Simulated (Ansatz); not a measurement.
Given:

Cr3Os:
```cif
data_Cr6Os2
_chemical_formula_sum 'Cr6 Os2'
_space_group_name_H-M_alt 'P 1'
_space_group_IT_number 1
_cell_length_a 4.59169
_cell_length_b 4.59169
_cell_length_c 4.59169
_cell_angle_alpha 90.000
_cell_angle_beta 90.000
_cell_angle_gamma 90.000
loop_
_space_group_symop_operation_xyz
  'x, y, z'
loop_
_atom_site_label
_atom_site_type_symbol
_atom_site_fract_x
_atom_site_fract_y
_atom_site_fract_z
_atom_site_occupancy
Cr1 Cr 0.25000 0.00000 0.50000 1
Cr2 Cr 0.50000 0.75000 0.00000 1
Cr3 Cr 0.75000 0.00000 0.50000 1
Cr4 Cr 0.50000 0.25000 0.00000 1
Cr5 Cr 0.00000 0.50000 0.75000 1
Cr6 Cr 0.00000 0.50000 0.25000 1
Os1 Os 0.00000 0.00000 0.00000 1
Os2 Os 0.50000 0.50000 0.50000 1
```

This is the PBEsol-relaxed structure.

### Question
All from PBEsol in the plane-wave PAW code Ansatz, unless another level is named. Predict the Debye temperature from the elastic constants.

### Answer
469 K.

### Question
Predict the elastic constants (relaxed ions, GPa).

### Answer
C11 = 495, C12 = 217, C44 = 115.

Space group Pm-3n (A15 (Cr3Si type)). The workflow started from an entry of the Crystallography Open Database (COD). Whether it is the stable phase at ambient conditions was not checked. The PBEsol relaxation kept the symmetry of its start; its stability against distortions is not shown here. The workflow began spin-polarised and lost its moments. As this level gives no gap, shear constants depend on the k-mesh and smearing (Fermi–Dirac, 0.1 eV here). On the denser mesh and wider smearing of the elastic run this cell carries a stress of 0.3 GPa. Scalar-relativistic: spin–orbit coupling is off unless named, which matters more the heavier the elements.

Potentials: the later of the program's two PAW sets.
